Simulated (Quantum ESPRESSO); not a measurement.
# Kohn-Sham bands of KHgF₃ (Cmmm)

```yaml
crystal:
  lattice:
    - [3.20196, -3.20810, 0.00000]
    - [3.20196, 3.20810, 0.00000]
    - [0.00000, 0.00000, 4.52439]
  atoms:
    - { symbol: K, position: [0.00000, 0.00000, 0.50000] }
    - { symbol: Hg, position: [0.50000, 0.50000, 0.00000] }
    - { symbol: F, position: [0.00000, 0.50000, 0.00000] }
    - { symbol: F, position: [0.50000, 0.00000, 0.00000] }
    - { symbol: F, position: [0.50000, 0.50000, 0.50000] }
```

Cell from Materials Project (mp-7483), symmetrised, no further relaxation. COD (Crystallography Open Database) has an entry of this formula and space group (matched by these alone). The atoms lie within 0.1 Å of the higher space group Pm-3m. Level: LDA, no spin polarisation, no spin-orbit coupling; pw.x of Quantum ESPRESSO at 68 Ry with PseudoDojo potentials, 6×6×6 k-points, Wannier90. Density: 8×8×8 mesh, Gaussian smearing 0.01 Ry. Spin-orbit coupling is left out although heavy elements are present.

### Question
List the Kohn-Sham levels between −8 and 3.3 eV relative to the valence-band maximum at the high-symmetry points, as a band run of pw.x on that density gives them (levels within 2 meV counted together).

### Answer
| point | k (reciprocal lattice) | levels (eV) |
|---|---|---|
| Γ | 0.000 0.000 0.000 | -4.45 (×3), -4.20, -4.19, -4.18, -3.91, -3.91, -2.59 (×2), -2.58 (×2), -2.58 (×2), 0.30 |
| Y | -0.500 0.500 0.000 | -6.52, -6.46, -5.33, -4.88 (×2), -3.96, -3.12, -2.83 (×2), -2.22, -2.19, -2.14 (×2), -0.01 |
| C_0 | -0.499 0.501 0.000 | -6.52, -6.46, -5.33, -4.88 (×2), -3.96, -3.12, -2.83 (×2), -2.22, -2.19, -2.14 (×2), -0.01 |
| Σ_0 | 0.499 0.499 0.000 | -6.52, -6.46, -5.33, -4.88 (×2), -3.96, -3.12, -2.83 (×2), -2.22, -2.19, -2.14 (×2), -0.01 |
| Z | 0.000 0.000 0.500 | -6.52, -4.87 (×2), -4.44, -4.08, -4.08, -3.91, -3.13, -2.69, -2.62, -2.61, -2.14, -2.12 (×2), 2.99 |
| A_0 | 0.499 0.499 0.500 | -6.53, -6.51, -6.40, -5.26 (×2), -5.25, -2.22 (×2), -2.21, -2.11 (×3), -0.01, 0.00 |
| E_0 | -0.499 0.501 0.500 | -6.53, -6.51, -6.40, -5.26 (×2), -5.25, -2.22 (×2), -2.21, -2.11 (×3), -0.01, 0.00 |
| T | -0.500 0.500 0.500 | -6.53, -6.51, -6.40, -5.26 (×2), -5.25, -2.22 (×2), -2.21, -2.11 (×3), -0.01, 0.00 |
| S | 0.000 0.500 0.000 | -6.49, -4.86 (×2), -4.44, -4.10, -4.08, -3.91, -3.14, -2.69, -2.63, -2.62, -2.14, -2.12 (×2), 2.97 |
| R | 0.000 0.500 0.500 | -6.53, -6.47, -5.34, -4.89, -4.87, -3.94, -3.13, -2.82 (×2), -2.23, -2.19, -2.15, -2.14, 0.00 |
